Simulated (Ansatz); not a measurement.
# YbPO4, a database entry at a rescaled volume

```yaml
crystal:
  lattice:
    - [-3.45109, 3.45109, 3.02687]
    - [3.45109, -3.45109, 3.02687]
    - [3.45109, 3.45109, -3.02687]
  atoms:
    - { symbol: O, position: [0.72280, 0.78360, 0.93920] }
    - { symbol: O, position: [0.78360, 0.34440, 0.06080] }
    - { symbol: O, position: [0.34440, 0.78360, 0.56080] }
    - { symbol: O, position: [0.78360, 0.72280, 0.43920] }
    - { symbol: O, position: [0.27720, 0.21640, 0.06080] }
    - { symbol: O, position: [0.21640, 0.27720, 0.56080] }
    - { symbol: O, position: [0.65560, 0.21640, 0.43920] }
    - { symbol: O, position: [0.21640, 0.65560, 0.93920] }
    - { symbol: Yb, position: [0.87500, 0.12500, 0.75000] }
    - { symbol: Yb, position: [0.12500, 0.87500, 0.25000] }
    - { symbol: P, position: [0.62500, 0.37500, 0.25000] }
    - { symbol: P, position: [0.37500, 0.62500, 0.75000] }
```

Single point in Ansatz 0.2.0 with r2SCAN, no spin polarisation. Cutoff 500 eV, PAW datasets, 4×4×4 Γ-centred k mesh, gaussian filling (width 0.2142 eV).

Task: Give the Bader charges.

Result: Bader charges in e: Yb +2.19, P +3.69, O -1.47. In the mean P gives up most and O takes most.

Task: What does the stress say?

Result: The pressure is -13.6 GPa (compression positive), so with the atoms held at these fractions the cell would first shrink; the forces are large, so a full relaxation may end otherwise. The principal stresses -14.7, -14.7, -11.6 GPa differ, so its shape would change too.

Task: Is it stable against the elements?

Result: -2.86 eV an atom against the elements' usual phases (free molecules for gases, crystals otherwise, with no correction for O₂ or N₂), so it is bound against them; other compounds may still compete. Relaxing would lower it.

Task: Which atom feels the largest force, and which way?

Result: The largest is on O1 (and as large on other atoms): 3.73 eV/Å, components (0.00, -3.41, -1.52). It makes 12° with the line to a nearest neighbour, P12 at 1.62 Å, pointing towards it.

Task: Metal or insulator?

Result: It is a metal, with about 22 states/eV a cell as the mean within 0.25 eV of the Fermi level, mostly Yb f (83 %) and O p (16 %).

Origin: a database entry at a rescaled volume. Caveats: no spin polarisation, so a magnetic state may lie lower; forces this large suggest misplaced atoms in the database entry; the k mesh is coarse if the cell is a metal; atoms or cell far from equilibrium; wide smearing; f levels without a U or exact exchange are poorly placed.
